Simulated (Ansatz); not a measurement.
With the program Ansatz at the PBEsol level (PAW), InP in the hexagonal phase (P6_422; In on 3c, P on 3d) relaxes to a = 4.121 Å, c = 9.248 Å. Its formation energy from the elements is -67 meV/atom, with no fitted shifts.

Electronic character: no gap, with almost no states at the Fermi level (zero-gap or semimetallic).

The start of the workflow was typed in or built on a structure type; neither database checked (COD, Materials Project) lists it. It is not the phase usual at ambient conditions (space group No. 216). The PBEsol relaxation kept the symmetry of its start; its stability against distortions is not shown here. The references are the lowest solids computed at this level, not always the standard phases. Scalar-relativistic: spin–orbit coupling is off unless named, which matters more the heavier the elements.

Potentials: the later of the program's two PAW sets.
